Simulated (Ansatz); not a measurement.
Tl2Pd in space group I4/mcm (No. 140; Pd on 4a, Tl on 8h) under volume change, DFT-PBEsol in the program Ansatz with PAW potentials, shape and atoms relaxed at each volume.

```
V (Å³/atom)  E − E(relaxed) (meV/atom)  P (GPa)
-----------  -------------------------  -------
19.727                            51.0     9.34
20.377                            21.0     5.58
21.027                             4.8     2.50
21.678                             0.0    -0.04
22.328                             4.2    -2.02
22.978                            15.9    -3.63
23.629                            33.4    -4.94
```

Q: What does a third-order Birch–Murnaghan fit give for V₀, B₀ and B′?

A: V₀ = 21.68 Å³/atom, B₀ = 74.5 GPa, B′ = 6.1.

The workflow started from an entry of the Crystallography Open Database (COD). Whether it is the stable phase at ambient conditions was not checked. Symmetry was held in the PBEsol relaxation; of distortions, only those at the zone centre were tested. The run is not spin-polarised. Scalar-relativistic: spin–orbit coupling is off unless named, which matters more the heavier the elements.

Potentials: the later of the program's two PAW sets.
